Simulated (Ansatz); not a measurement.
## V2O5: Electric field gradients

The cell is a Materials Project structure (computed, not necessarily an observed phase), atoms as given.

```cif
data_V2O5
_symmetry_space_group_name_H-M 'Pbam'
_symmetry_Int_Tables_number 55
_cell_length_a 5.7213
_cell_length_b 10.7131
_cell_length_c 3.3250
_cell_angle_alpha 90.000
_cell_angle_beta 90.000
_cell_angle_gamma 90.000
loop_
_atom_site_label
_atom_site_type_symbol
_atom_site_symmetry_multiplicity
_atom_site_Wyckoff_symbol
_atom_site_fract_x
_atom_site_fract_y
_atom_site_fract_z
V V 4 g 0.7038 0.3716 0.0000
O5 O 4 h 0.8190 0.4022 0.5000
O9 O 4 g 0.0307 0.2518 0.0000
O13 O 2 a 0.5000 0.5000 0.0000
```

One atom of each set is listed.

Computed with Ansatz: DFT, PBE, plane waves and PAW, scalar-relativistic, 420 eV cutoff, Γ-centred 4×2×7 k-points, Fermi–Dirac smearing 0.02 eV.

C_Q = eQV_zz/h, which is 24.18 MHz for Q = 1 b and V_zz = 10²¹ V/m²; η = (V_xx − V_yy)/V_zz.

⁵¹V: I = 7/2, Q = -52.00 mb; ¹⁷O: I = 5/2, Q = -25.58 mb. Quadrupole moments are those of Pyykkö's year-2017 table.

**Question.** Give the quadrupolar parameters of the distinct sites.

**Answer.** 

| site | atoms | first shell | V_zz (10²¹ V/m²) | η | C_Q (MHz) |
| --- | --- | --- | --- | --- | --- |
| V | 4 | 4 O at 1.65–1.82 Å; also 1 O at 2.27 Å | 6.09 | 0.77 | -7.66 |
| O5 | 4 | 2 V at 1.82 Å, angle 132° | 4.12 | 0.30 | -2.55 |
| O9 | 4 | 1 V at 1.65 Å; also 1 V at 2.27 Å | -2.07 | 0.91 | 1.28 |
| O13 | 2 | 2 V at 1.80 Å, angle 180° | 4.73 | 0.42 | -2.92 |

At O5 V_zz runs parallel to the line that joins its two neighbours (within 1°). At O13 V_zz points along the line of its two bonds (within 4°).

At this cell the PBE pressure is -5 GPa, so with PBE the cell would shrink if it were relaxed. The entry's cell may itself be off. The largest force is 1.2 eV/Å, so the atoms aren't at the calculated equilibrium and relaxing them would move these values.

Hardware: 1 thread of Arm Neoverse V2 (aarch64; 8 cores open to the job, memory cap 2.5 GiB, no GPU), a shared host with a load of 0.2 a core. Wall time 23 s, CPU time 23 s, peak memory 0.58 GiB.
